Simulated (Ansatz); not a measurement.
ZnIn$_{2}$O$_{4}$:
```xyz
7
Lattice="-2.3498 2.3498 5.0254 2.3498 -2.3498 5.0254 2.3498 2.3498 -5.0254" Properties=species:S:1:pos:R:3 pbc="T T T"
In     0.0000     0.0000     5.0254
In     2.3498     0.0000     2.5127
Zn     0.0000     0.0000     0.0000
O      3.4690     1.0373     1.1304
O     -1.1192     1.3125     6.1558
O      1.0373     1.2307    -1.1304
O      1.3125     1.1192     3.8950
```

Relaxed with r²SCAN. Special points in fractions of this cell's reciprocal vectors: Γ (0.000, 0.000, 0.000); X (0.000, 0.000, 0.500); P (0.250, 0.250, 0.250); N (0.000, 0.500, 0.000); M (0.500, 0.500, -0.500); S (0.305, 0.695, -0.305); S0 (-0.305, 0.305, 0.305); R (-0.109, 0.109, 0.500); G (0.500, 0.500, -0.109).

**Question.** List the band energies nearest the valence-band maximum at these points for r²SCAN in the plane-wave PAW code Ansatz.

**Answer.** In eV from the valence-band maximum; about four levels below and three above (degenerate sets whole), none deeper than 8.9 eV; points with the same levels are listed once.

```tsv
k	below	above
Γ	-1.39 -1.39 -0.21 0.00 0.00	1.28 6.08 7.74 7.74
X	-0.77 -0.64 -0.34 -0.23	4.97 5.20 6.36
P	-0.78 -0.69 -0.34 -0.24	5.03 5.19 6.32
N	-0.94 -0.62 -0.58 -0.38	4.08 5.16 7.36
M	-1.29 -1.29 -1.05 -0.35 -0.35	3.76 4.20 6.11 6.11
S	-1.10 -0.62 -0.59 -0.36	4.39 5.13 5.93
R	-0.86 -0.66 -0.36 -0.25	4.91 5.14 6.41
```

Space group I-4. The cell is a constructed one: a structure type filled with these elements; neither database checked (COD, Materials Project) lists it. Whether it is the stable phase at ambient conditions was not checked. The r²SCAN relaxation kept the symmetry of its start; whether a distortion lowers the energy is not shown. Scalar-relativistic: spin–orbit coupling is off unless named, which matters more the heavier the elements.

Potentials: the earlier of the program's two PAW sets.
